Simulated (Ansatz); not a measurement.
### Question
Each is relaxed and computed with r²SCAN in the plane-wave PAW code Ansatz. Which is the only one with a gap?
A. La2NCl3, Ibam (La on 8j, N on 4a, Cl on 4b, Cl on 8j)
B. LaCoSi3, I4mm (La on 2a, Co on 2a, Si on 2a, Si on 4b)
C. LaSiNi, I4_1md (La on 4a, Si on 4a, Ni on 4a)
D. LaBPd3, cubic perovskite

### Answer
A, La2NCl3, Ibam (La on 8j, N on 4a, Cl on 4b, Cl on 8j). La2NCl3: gap 3.77 eV (direct); LaBPd3: metal; LaCoSi3: metal; LaSiNi: metal. Standing as an ambient phase not checked: La2NCl3, Ibam (La on 8j, N on 4a, Cl on 4b, Cl on 8j); LaBPd3, cubic perovskite; LaCoSi3, I4mm (La on 2a, Co on 2a, Si on 2a, Si on 4b); LaSiNi, I4_1md (La on 4a, Si on 4a, Ni on 4a). Perhaps ordered models of mixed-site phases: LaSiNi, I4_1md (La on 4a, Si on 4a, Ni on 4a). All cells were relaxed under the symmetry of their starts (and spin orders); stability against distortions was not tested throughout. Rows with no word on spin ran without spin polarisation. Spin–orbit coupling is left out wherever it is not named.

Potentials: the later of the program's two PAW sets.
